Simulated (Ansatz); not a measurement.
GaP (NiAs type, P6_3/mmc) at seven volumes, PBE in the plane-wave PAW code Ansatz, shape and atoms relaxed at each. One row is withheld.

| V (Å³/atom) | P (GPa) |
|---|---|
| 15.794 | ? |
| 16.315 | 6.09 |
| 16.835 | 2.79 |
| 17.356 | 0.00 |
| 17.877 | -2.34 |
| 18.397 | -4.31 |
| 18.918 | -5.95 |

Q: Fit the shown pressures and predict the withheld one.

A: Third-order Birch–Murnaghan: P = (3/2)B₀(x^(7/2) − x^(5/2))[1 + (3/4)(B′ − 4)(x − 1)] with x = (V₀/V)^(2/3). Least squares on the six rows gives V₀ = 17.356 Å³/atom, B₀ = 84.91 GPa, B′ = 4.79. At V = 15.794, x = 1.0649 and P = 10.04 GPa. The run itself gave 9.99 GPa.

The cell is a constructed one: a structure type filled with these elements; neither database checked (COD, Materials Project) lists it. It is not the phase usual at ambient conditions (space group No. 216). The PBE relaxation kept the symmetry of its start; whether a distortion lowers the energy is not shown. Scalar-relativistic: spin–orbit coupling is off unless named, which matters more the heavier the elements.

Potentials: the earlier of the program's two PAW sets.
